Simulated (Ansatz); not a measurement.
**YTl2OsC6N6: start and end of a relaxation**

The cell of YTl2OsC6N6 is invented: cyanide-bridged rock-salt net of two metals, 2 guest cations a cell (Fm-3m, No. 225). The dimensions are guesses.

POSCAR.start

```
Y Tl Os C N
1.0
     0.00000    5.27600    5.27600
     5.27600    0.00000    5.27600
     5.27600    5.27600    0.00000
Y Tl Os C N
1 2 1 6 6
Direct
  0.50000 0.50000 0.50000
  0.25000 0.25000 0.25000
  0.75000 0.75000 0.75000
  0.00000 0.00000 0.00000
  0.82032 0.17968 0.17968
  0.17968 0.82032 0.17968
  0.17968 0.17968 0.82032
  0.17968 0.82032 0.82032
  0.82032 0.17968 0.82032
  0.82032 0.82032 0.17968
  0.70944 0.29056 0.29056
  0.29056 0.70944 0.29056
  0.29056 0.29056 0.70944
  0.29056 0.70944 0.70944
  0.70944 0.29056 0.70944
  0.70944 0.70944 0.29056
```

These are results of DFT PBE, scalar-relativistic, plane waves, PAW in Ansatz, not measurements. Cutoff 420 eV, Gaussian smearing, Γ-centred meshes. Cell and atoms relax first on a coarse mesh and then on a finer one. In between, the cell is made exact in the group found at 0.06 Å. In metals the finer mesh still leaves noise of several meV/atom or more. The steps can't lower the symmetry of their start. Collinear spin, starting moments Os 1.0 μB; they died out on the coarse mesh, so the last step has no spin.

POSCAR.end

```
Y Tl Os C N
1.0
     0.00000    5.55178    5.55178
     5.55178    0.00000    5.55178
     5.55178    5.55178    0.00000
Y Tl Os C N
1 2 1 6 6
Direct
  0.50000 0.50000 0.50000
  0.25000 0.25000 0.25000
  0.75000 0.75000 0.75000
  0.00000 0.00000 0.00000
  0.81827 0.18173 0.18173
  0.18173 0.81827 0.18173
  0.18173 0.18173 0.81827
  0.18173 0.81827 0.81827
  0.81827 0.18173 0.81827
  0.81827 0.81827 0.18173
  0.71199 0.28801 0.28801
  0.28801 0.71199 0.28801
  0.28801 0.28801 0.71199
  0.28801 0.71199 0.71199
  0.71199 0.28801 0.71199
  0.71199 0.71199 0.28801
```

The symmetry stays Fm-3m (No. 225). The volume per atom grows by 16.5 %, from 18.4 to 21.4 Å³. The shortest distance goes from 1.17 Å (C–N) to 1.18 Å (C–N). The energy falls by about 0.13 eV/atom (the start's value is from the coarse mesh).

| Quantity | Value |
| --- | --- |
| Volume per atom | 21.39 Å³ |
| Density | 4.10 g/cm³ |
| Formation energy | −0.07 eV/atom |
| Gap on the 6×6×6 mesh of the 16-atom cell | 0 eV (a metal) |

The zero of energy is the elements' standard structures at the same level (N₂ as a molecule); no fitted shifts are applied. A negative formation energy is needed for stability but isn't enough: competing phases decide.

The last run used Gaussian smearing of 0.10 eV. Spin–orbit coupling, which can matter for Os and Tl, is left out. The reference form of C is held partly by dispersion forces, which this level lacks. A structure relaxed within its symmetry needn't be a true minimum. In all, the 3 runs took 4.2 min on 1 thread of Intel(R) Xeon(R) Platinum 8488C (Sapphire Rapids) (shared host).
